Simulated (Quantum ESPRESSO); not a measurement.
Band energies of WSi₂

```
CELL_PARAMETERS angstrom
     -1.60736     1.60736     3.90103
      1.60736    -1.60736     3.90103
      1.60736     1.60736    -3.90103
ATOMIC_POSITIONS crystal
  Si 0.33499 0.33499 0.00000
  Si 0.66501 0.66501 0.00000
  W  0.00000 0.00000 0.00000
```

norm-conserving PBEsol (Quantum ESPRESSO, 74 Ry, no spin-orbit coupling); path ΓXYSΓZS1NPY1Z,XP; energies in eV from the Fermi level.

```
k (1/Å)  point  band 7  band 8  band 9  band 10  band 11  band 12  band 13  band 14
-------  -----  ------  ------  ------  -------  -------  -------  -------  -------
0.00         Γ   -3.65   -3.34   -2.84    -2.84     0.60     2.79     2.94     3.07
0.32             -4.61   -3.78   -3.24    -1.87    -1.12     2.41     3.37     3.40
0.64             -5.37   -5.29   -3.11    -2.89    -1.79     3.01     3.43     3.78
1.06             -6.61   -5.55   -3.43    -2.82    -2.10     1.75     3.27     3.34
1.38         X   -5.99   -5.44   -5.00    -3.22    -1.75     2.90     2.96     3.12
1.38         Y   -5.88   -5.12   -4.04    -3.08    -2.32     2.05     2.13     3.05
1.73             -6.93   -3.87   -2.96    -2.74    -1.79     1.43     1.85     2.74
2.08             -7.73   -3.06   -2.80    -2.43    -0.43     1.78     2.58     3.43
2.19         S   -7.78   -3.06   -2.72    -2.41    -0.32     1.81     2.49     3.57
2.40             -6.63   -3.85   -2.74    -2.59    -0.82     2.23     3.00     3.42
2.82             -5.89   -3.83   -2.50    -2.12    -1.70     1.42     2.25     4.02
3.13             -4.41   -3.32   -2.72    -2.61    -0.14     2.36     2.53     3.51
3.34         Γ   -3.65   -3.34   -2.84    -2.84     0.60     2.79     2.94     3.07
3.54             -3.43   -3.06   -2.70    -2.70     0.63     1.94     2.60     2.60
3.84             -3.73   -2.35   -1.96    -1.96     0.73     1.01     1.01     2.05
4.14         Z   -3.87   -2.57   -0.83    -0.83    -0.48    -0.48     0.78     4.63
4.55             -5.53   -2.88   -1.81    -1.40    -0.29     0.10     1.71     3.91
4.85             -7.78   -2.83   -2.58    -2.23    -0.21     1.47     2.39     3.02
4.95        S1   -7.78   -3.06   -2.72    -2.41    -0.32     1.81     2.49     3.57
5.28             -6.19   -4.38   -2.81    -2.74    -0.43     2.63     2.90     3.69
5.39         N   -5.74   -4.83   -2.82    -2.75    -0.43     2.69     2.82     4.00
5.58             -5.52   -5.13   -2.77    -2.61    -0.84     1.82     2.73     4.47
5.88             -5.96   -4.45   -3.42    -2.25    -2.00     0.39     2.72     3.73
6.27             -6.55   -5.96   -2.94    -2.56    -2.39     0.22     2.82     3.40
6.37         P   -6.57   -6.57   -2.98    -2.41    -2.41     0.14     2.96     3.59
6.55             -6.24   -5.95   -3.55    -2.84    -2.13     0.92     2.79     3.58
6.83        Y1   -5.88   -5.12   -4.04    -3.08    -2.32     2.05     2.13     3.05
6.92             -5.79   -5.27   -3.27    -2.96    -2.57     1.72     1.74     2.92
7.18             -5.74   -5.35   -2.52    -2.38    -1.22     0.69     1.68     2.30
7.45             -4.96   -4.76   -1.77    -1.59    -0.66    -0.04     1.67     3.93
7.80             -4.01   -3.00   -0.96    -0.71    -0.64    -0.52     0.99     4.89
7.98         Z   -3.87   -2.57   -0.83    -0.83    -0.48    -0.48     0.78     4.63
7.98         X   -5.99   -5.44   -5.00    -3.22    -1.75     2.90     2.96     3.12
8.38         P   -6.57   -6.57   -2.98    -2.41    -2.41     0.14     2.96     3.59
```

A metal at this level: along this path bands 11, 12 cross the Fermi level.

Spin-orbit coupling is left out; for elements this heavy it splits bands near the Fermi level.

Geometry of the Materials Project entry, not relaxed at this level.
